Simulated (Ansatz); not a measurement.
Tl (hcp (Mg type), P6_3/mmc) under volume change, DFT-LDA in the program Ansatz with PAW potentials, shape and atoms relaxed at each volume.

| V (Å³/atom) | E − E(relaxed) (meV/atom) | P (GPa) |
|---|---|---|
| 24.786 | 36.1 | 5.23 |
| 25.603 | 14.9 | 3.13 |
| 26.420 | 3.5 | 1.41 |
| 27.237 | 0.0 | 0.00 |
| 28.054 | 2.5 | -0.93 |
| 28.871 | 9.7 | -1.90 |
| 29.688 | 21.5 | -2.69 |

Problem. What does a third-order Birch–Murnaghan fit give for V₀, B₀ and B′?

Solution. V₀ = 27.28 Å³/atom, B₀ = 40.6 GPa, B′ = 6.1.

Symmetry was held in the LDA relaxation. Spin–orbit coupling is left out wherever it is not named.

Potentials: the later of the program's two PAW sets.
